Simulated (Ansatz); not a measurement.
TiAl (L1₀ or tetragonal B2, P4/mmm) under volume change, the program Ansatz at the LDA level (PAW), shape and atoms relaxed at each volume.

```tsv
V (Å³/atom)	E − E(relaxed) (meV/atom)	P (GPa)
13.922	57.3	14.40
14.381	24.2	8.88
14.840	5.7	4.11
15.299	0.0	-0.01
15.758	5.3	-3.57
16.217	20.0	-6.64
16.676	42.9	-9.28
```

### Question
What does a third-order Birch–Murnaghan fit give for V₀, B₀ and B′?

### Answer
V₀ = 15.30 Å³/atom, B₀ = 127 GPa, B′ = 3.9.

Symmetry was held in the LDA relaxation; of distortions, only those at the zone centre were tested. The run is not spin-polarised.

Potentials: the earlier of the program's two PAW sets.
